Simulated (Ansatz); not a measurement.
Two states of SiWI

```xyz
6
Lattice="4.2292 0.0000 0.0000 0.0000 4.2292 0.0000 0.0000 0.0000 8.1759" Properties=species:S:1:pos:R:3 pbc="T T T"
W     0.0000    2.1146    1.6352
W     2.1146    0.0000    6.5407
Si    0.0000    0.0000    0.0000
Si    2.1146    2.1146    0.0000
I     0.0000    2.1146    5.7231
I     2.1146    0.0000    2.4528
```

The numbers come from plane-wave PAW DFT (Ansatz): PBE, 420 eV, 5×5×3 Γ-centred k points, fermi-dirac occupations (width 0.1 eV). Nothing was relaxed.

State A: W1 along (0.00, 0.00, 1.00), W2 along (0.00, 0.00, -1.00) (spinors with spin-orbit coupling). State B: W1 along (0.00, -0.01, -1.00), W2 along (0.00, -0.01, -1.00) (spinors with spin-orbit coupling).

Q: Compare the two self-consistent states.

A: State A is lower by 3.4 meV an atom at zero smearing; in free energy at this smearing B lies +2.5 meV an atom from A. So small a gap isn't resolved on this mesh where a state is a metal.

```csv
state,free energy (meV/atom),largest moment in a small sphere (μB),net moment (μB/cell),gap on mesh (eV),pressure (GPa),largest force (eV/Å)
A,0.0,0.69,0.00,metal,-6.7,1.53
B,2.5,0.70,2.31,metal,-6.6,1.55
```

Origin: a known structure type with other elements, at an estimated volume, so it need not be a known compound. Caveats: atoms or cell far from equilibrium; the SCF threshold is loose for a stress.
